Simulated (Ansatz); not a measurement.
ZrPb: modes against the lattice constant

Theory: DFT LDA, scalar-relativistic, plane waves, PAW (Ansatz). Plane waves to 420 eV; Γ-centred k mesh 12×12×12; Fermi-Dirac smearing of 0.15 eV. No spin polarisation. Phonons by linear response, acoustic sum rule imposed.

The cell is fixed (symmetry leaves no force on the atoms) and stands under 30.8 GPa:
```
Zr Pb
1.0
     3.32920    0.00000    0.00000
     0.00000    3.32920    0.00000
     0.00000    0.00000    3.32920
Zr Pb
1 1
Direct
  0.00000 0.00000 0.00000
  0.50000 0.50000 0.50000
```

The cell is the ideal cubic caesium chloride prototype; whether it is the stable structure of this composition wasn't checked. In a metal, frequencies and elastic constants depend on the k mesh and the smearing, soft modes and shear constants most. Spin–orbit coupling is left out, which can shift energies with elements as heavy as these.

Question: How do the optical zone-centre modes (counted from the lowest optical one, degenerate ones once; i marks imaginary ones) of this metal change over a = 3.329, 3.570 and 3.650 Å?

Answer:
```csv
a (Å),3.329,3.570,3.650
pressure (GPa),30.8,-1.0,-6.5
mode 1 (cm⁻¹),219,147,127
```

Cost: 3 runs of about 3.6 core-minutes in all, on Intel Xeon Processor @ 2.50GHz (Skylake/Cascade Lake) (shared hosts).